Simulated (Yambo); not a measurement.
```
CELL_PARAMETERS angstrom
      3.98858     0.00000     0.00000
      0.00000     3.98858     0.00000
      0.00000     0.00000     3.98858
ATOMIC_POSITIONS crystal
  Li 0.50000 0.50000 0.50000
  F  0.00000 0.50000 0.50000
  F  0.50000 0.00000 0.50000
  F  0.50000 0.50000 0.00000
  Ba 0.00000 0.00000 0.00000
```

Response from Yambo on PBEsol (pw.x of Quantum ESPRESSO, ONCV potentials, without SOC) bands: 10×10×10 mesh, 52 bands, 3 Ry local-field block, 0.2 eV broadening.

Question: Give the static electronic dielectric constant without and with local fields.

Answer: 
```csv
field along,"ε(0), independent particles","ε(0), RPA with local fields",refractive index √ε
x,2.71,2.54,1.59
```
Electronic (clamped-ion) response only. PBEsol gaps are usually too small, which raises these values. Convergence of the RPA response with its 10×10×10 mesh was not tested.

Geometry of the Materials Project entry, not relaxed at this level.

The structure is a Materials Project entry; no match was found in the copy of COD used, and its stability was not checked.
